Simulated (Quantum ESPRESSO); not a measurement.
## Kohn-Sham bands of BaHCl (P4/nmm)

```
BaHCl
1.0
    4.42150     0.00000     0.00000
    0.00000     4.42150     0.00000
    0.00000     0.00000     7.26852
Ba H Cl
2 2 2
Cartesian
  0.00000   2.21075  -1.51316
  2.21075   0.00000   1.51316
  2.21075   2.21075   0.00000
  0.00000   0.00000   0.00000
  2.21075   0.00000  -2.51745
  0.00000   2.21075   2.51745
```

Cell from Materials Project (mp-23861), symmetrised, no further relaxation. COD (Crystallography Open Database) has an entry of this formula and space group (matched by these alone). Level: PBEsol, spinors with spin-orbit coupling; pw.x of Quantum ESPRESSO at 58 Ry with PseudoDojo potentials, 4×4×4 k-points, Wannier90. Density: 8×8×4 mesh, cold smearing 0.01 Ry.

Question: List the Kohn-Sham levels between −8 and 6.3 eV relative to the valence-band maximum at the high-symmetry points, as a band run of pw.x on that density gives them (levels within 2 meV counted together).

Answer: 
```tsv
point	k (reciprocal lattice)	levels (eV)
Γ	0.000 0.000 0.000	-2.73 (×2), -2.34 (×2), -2.21 (×2), -2.01 (×2), -1.79 (×2), -1.71 (×2), -0.86 (×2), -0.38 (×2), 3.79 (×2), 4.28 (×2), 4.82 (×2), 4.91 (×2), 4.96 (×2), 5.53 (×2), 5.81 (×2)
X	0.000 0.500 0.000	-2.88 (×4), -2.33 (×4), -2.06 (×4), -0.29 (×4), 4.68 (×4), 5.05 (×4), 5.42 (×4)
M	0.500 0.500 0.000	-2.76 (×4), -2.23 (×4), -1.86 (×4), -0.31 (×4), 4.12 (×4)
Z	0.000 0.000 0.500	-2.84 (×2), -2.73 (×2), -2.36 (×2), -2.24 (×2), -1.80 (×2), -1.68 (×2), -0.35 (×2), 0.00 (×2), 3.27 (×2), 4.11 (×2), 5.06 (×2), 5.15 (×2), 6.04 (×2), 6.06 (×2), 6.20 (×2), 6.25 (×2)
R	0.000 0.500 0.500	-3.07 (×4), -2.34 (×4), -2.10 (×4), -0.13 (×4), 4.85 (×4), 5.59 (×4), 5.98 (×4)
A	0.500 0.500 0.500	-2.75 (×4), -2.45 (×4), -1.85 (×4), -0.30 (×4), 5.07 (×4), 6.02 (×4)
```
